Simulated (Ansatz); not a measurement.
**YbS in the zincblende structure**

Method: PBEsol, scalar-relativistic; no spin polarisation; PAW, 420 eV, Γ-centred 8×8×8 mesh, 0.05 eV Gaussian smearing; code Ansatz. The datasets are Ansatz's generated set soft_2.

```yaml
crystal:
  lattice:
    - [0.00000, 3.06497, 3.06497]
    - [3.06497, 0.00000, 3.06497]
    - [3.06497, 3.06497, 0.00000]
  atoms:
    - { symbol: Yb, position: [0.00000, 0.00000, 0.00000] }
    - { symbol: S, position: [0.25000, 0.25000, 0.25000] }
```

The start was a prototype's sites filled with these elements. The Crystallography Open Database lists the compound in space group Fm-3m (rock salt), so this is a trial structure.

The cell above was scaled in volume, its shape and atoms being fixed by the lattice's symmetry. Energies are counted from the cell above.

```csv
V (Å³/atom),ΔE (meV/atom),P from the stress (GPa)
27.641,6.83,1.98
28.217,1.63,0.93
28.793,0.00,-0.01
29.368,1.58,-0.86
29.944,6.08,-1.63
```

Problem. Do the energies and the pressures agree? Compare −ΔE/ΔV between neighbouring points (1 meV/Å³ = 0.1602 GPa) with the mean of their pressures.

Solution. 
| interval (Å³/atom) | −ΔE/ΔV (GPa) | mean P (GPa) |
| --- | --- | --- |
| 27.64 to 28.22 | 1.4 | 1.5 |
| 28.22 to 28.79 | 0.5 | 0.5 |
| 28.79 to 29.37 | -0.4 | -0.4 |
| 29.37 to 29.94 | -1.3 | -1.2 |
They differ by 0.01 GPa at most.

Problem. What do the two routes give for V0, B0 and B0′?

Solution. A third-order Birch–Murnaghan fit of the energies: V0 = 28.79 Å³/atom, B0 = 45 GPa, B0′ = 4.0. A polynomial of P in ln V, with B = −dP/d ln V at P = 0: V0 = 28.79 Å³/atom, B0 = 45 GPa, B0′ = 4.1.

B0·V0 = 44.8 GPa × 28.79 Å³ = 8.05 eV/atom sets the scale: near the minimum ΔE ≈ ½ B0 V0 x², with x = V/V0 − 1, and a pressure of 0.4 GPa squeezes the volume by about 1 %. At the ends of the curve: x = −4.0 % predicts 6.4 meV/atom and the run gives 6.8; x = +4.0 % predicts 6.5 meV/atom and the run gives 6.1. The curve is steeper than the parabola on the compressed side and flatter on the expanded side: the bulk modulus rises with pressure.

No spin–orbit coupling, a notable omission for heavy elements.
